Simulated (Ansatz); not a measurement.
HgO in space group P3_121 (No. 152; Hg on 3b, O on 3a) at seven volumes, the program Ansatz at the LDA level (PAW), shape and atoms relaxed at each. One row is withheld.

```csv
V (Å³/atom),P (GPa)
14.036,6.64
14.498,3.84
14.961,1.66
15.424,0.01
15.887,-1.28
16.349,?
16.812,-2.92
```

Fit the shown pressures and predict the withheld one.

P = (3/2)B₀(x^(7/2) − x^(5/2))[1 + (3/4)(B′ − 4)(x − 1)] with x = (V₀/V)^(2/3). Least squares on the six rows gives V₀ = 15.423 Å³/atom, B₀ = 48.6 GPa, B′ = 8.12. At V = 16.349, x = 0.9619 and P = -2.22 GPa. The run itself gave -2.22 GPa.

The first step of the workflow began from a Materials Project structure, measured or hypothetical; the Crystallography Open Database copy checked does not list it. COD files the formula under space group No. 44, 62, so this cell is another polymorph or a model. Whether it is the stable phase at ambient conditions was not checked. The cell was relaxed with LDA under the symmetry of its start; whether a distortion lowers the energy is not shown. A crystal of weakly bound chains computed without a dispersion correction: the cell and the soft elastic constants depend strongly on that. Spin–orbit coupling is left out wherever it is not named.

Potentials: the later of the program's two PAW sets.
